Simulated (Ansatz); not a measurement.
MoSeS:
```
MoSeS
1.0
    3.23822     0.00000     0.00000
   -1.61911     2.80438     0.00000
    0.00000     0.00000    12.83012
Mo Se S
2 2 2
Cartesian
  0.00000   1.86959   0.00000
  1.61911   0.93479   6.41506
  0.00000   1.86959   8.09451
  0.00000   1.86959   4.73560
  1.61911   0.93479  11.29640
  1.61911   0.93479   1.53372
```

Relaxed with r²SCAN+D4.

Question: Map the electron localisation function on the plane through (0.333, 0.667, 0.000) spanned by u = [0, 0, 1] and v = [1, -1, 0] in lattice vectors, from the program Ansatz at the r²SCAN+D4 level (PAW).

Answer: x is the fraction of u, y of v (the angle between them is 90°; rows are the nearest grid lines); atoms in the plane: Mo at (0.00, 0.00), Mo at (0.50, 0.33), Se at (0.63, 0.00), Se at (0.37, 0.00), S at (0.88, 0.33), S at (0.12, 0.33).
```
|2673110000599820366336630289950000113762|
|4773110000599831476336741389950000113774|
|7762110000489864676336764689840000112677|
|6411110000168887775335777888610000111146|
|3201110000047777764334677777400000111023|
|2111100000014555543333455554100000011112|
|2211000000001222222332222221000000001122|
|4310000000000000012332100000000000000134|
|4310000000000000012332100000000000000134|
|4321110000000000011331100000000000111234|
|4323333200000001111221111000000023333234|
|3345666530000011111111111100000356665433|
|2368888983000012212552122100003898888632|
|2378768995000012214774122100005998678732|
|1477328997000012126776212100007998237741|
|1476007998100011137667311100018997006741|
|1476006998100011137667311100018996006741|
|1378768995001234325775234321005998678731|
|1268989983003566633663366653003899898621|
|2248998861026778753333578776201688998422|
|5435787630058888874114788888500367875345|
|7762232000389864676336764689830002322677|
|4773110000599831476336741389950000113774|
|2673110000599820366336630289950000113762|
```
Scale: ten equal steps from 0.004 (start of '0') to 0.941 (end of '9'), in the order '0123456789'; x runs from 0.000 to 1.00, y from 0.000 (bottom) to 1.00 (top).

The density is the valence pseudo-density with augmentation charge, so density and ELF within about 1 Å of a nucleus are not all-electron values.

Space group P-6m2. The first step of the workflow began from a Materials Project structure, measured or hypothetical; the Crystallography Open Database copy checked does not list it. With Se and S taken as one species the cell has the higher symmetry P6_3/mmc, so it may be an ordered model of a mixed-site phase. Its standing as an ambient phase is unchecked. Symmetry was held in the r²SCAN+D4 relaxation; its stability against distortions is not shown here. The run is not spin-polarised.

Potentials: the later of the program's two PAW sets.
